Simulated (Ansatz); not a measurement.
## Na4Ti5O12: checking a database structure before trusting its electric field gradients

The cell is a computed structure from the Materials Project (it need not be an observed phase), atoms as given.

Space group P-3 (No. 147); a = 5.3154, c = 9.5436 Å, γ = 120.00°.

```
site  Wyckoff  site symmetry       x       y       z
 Na1       2d            3..  0.6667  0.3333  0.4005
 Na3       2c            3..  0.0000  0.0000  0.8099
 Ti5       2d            3..  0.3333  0.6667  0.9720
 Ti6       1b           -3..  0.0000  0.0000  0.5000
 Ti7       2d            3..  0.3333  0.6667  0.2823
 O10       6g              1  0.4275  0.0166  0.8778
 O13       6g              1  0.7632  0.0953  0.6213
```

One atom of each set is listed.

The numbers come from a DFT calculation in Ansatz (PBE, plane waves and PAW, scalar-relativistic, 420 eV cutoff, Γ-centred 5×5×3 k-points, Fermi–Dirac smearing 0.02 eV).

Problem. Do the atoms and the cell lie near the calculated equilibrium?

Solution. Nearly. The largest force is 0.11 eV/Å, on atom 4 (Na: 6 O at 2.32–2.39 Å), and the pressure is 3.8 GPa.
